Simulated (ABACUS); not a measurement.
Input and output of a self-consistent single point for Au (Fm-3m, 1 atom in the cell; from Materials Project mp-81) (ABACUS).

Computed with PBE, PseudoDojo 0.5 standard norm-conserving PBE (tails mended) pseudopotentials (plane waves; ABACUS).

```
Au
1.0
    0.00000     2.08564     2.08564
    2.08564     0.00000     2.08564
    2.08564     2.08564     0.00000
Au
1
Direct
  0.00000   0.00000   0.00000
```

Reference input (self-consistent single point, DFT, PBE, plane waves, PseudoDojo 0.5 standard norm-conserving PBE (tails mended) pseudopotentials): KPT = MP 9 9 9 0 0 0; basis_type = pw; dft_functional = PBE; ecutwfc = 76 Ry; smearing_method = mv; smearing_sigma = 0.0146997 Ry; potentials = PseudoDojo 0.5 standard norm-conserving PBE (tails mended); symmetry = 1; symmetry_prec = 1e-05; ks_solver = dav_subspace; scf_nmax = 100; scf_thr = 1.0e-09 Ry. This run's input differs from it in these lines:

```diff
@@ -42,3 +42,3 @@
 MP
-9 9 9 0 0 0
+21 21 21 0 0 0
```

Output (repeated stretches shortened):

```
 SELF-CONSISTENT
 -------------------------------------------
                                 init_chg = atomic

 PW ALGORITHM --------------- ION=   1  ELEC=   1--------------------------------
 Notice: Threshold on eigenvalues was too large.

 Density error is 0.0607947950198
                          Error Threshold = 0.000322549219848
 E_KohnSham     -296.3910719929      -4032.6074154317
 E_Fermi        1.4456385099         19.6689209835

 PW ALGORITHM --------------- ION=   1  ELEC=   2--------------------------------

 Density error is 0.00285898405657
                          Error Threshold = 0.000319972605368
   [... lines left out ...]

 Density error is 1.83430682936e-08
                          Error Threshold = 9.50334863549e-10
 E_KohnSham     -296.3988457703      -4032.7131830990
 E_Fermi        1.4005768282         19.0558253501

 PW ALGORITHM --------------- ION=   1  ELEC=   8--------------------------------

 Density error is 2.60164663003e-10
                          Error Threshold = 9.65424647034e-11
 E_KohnSham     -296.3988457718      -4032.7131831192
 E_KS(sigma->0) -296.3987684987      -4032.7121317654
 E_entropy(-TS) -0.0001545461        -0.0021027075
 E_Fermi        1.4005838437         19.0559208011
 charge density convergence is achieved
 final etot is -4032.7131831 eV
 EFERMI = 19.055920801 eV

 STATE ENERGY(eV) AND OCCUPATIONS    NSPIN == 1
   [... 17 lines left out ...]

 TOTAL-FORCE (eV/Angstrom)
                       Au1         0.0000000000         0.0000000000         0.0000000000

 TOTAL-STRESS (KBAR)
       -17.0269136582        -0.0000000000         0.0000000000
        -0.0000000000       -17.0269136582         0.0000000000
        -0.0000000000         0.0000000000       -17.0269136582
 TOTAL-PRESSURE: -17.026914 KBAR

 --------------------------------------------
 !FINAL_ETOT_IS -4032.7131831191854872 eV
 --------------------------------------------
```

The run converged in 8 iterations. Against the reference run the free energy rises by 24.9 meV/atom and the pressure hardly changes (-1.74 to -1.70 GPa).

This run is one point of a test of settings, so its values need not be converged; read them against the reference run alone. The structure comes from a collection of computed structures, made at another level of theory; the collection holds predicted forms beside known ones.

Cost on one core: very roughly 90 core-seconds.

“Tails mended”: in these copies of the files the far tail of each local potential was reset to the Coulomb form.
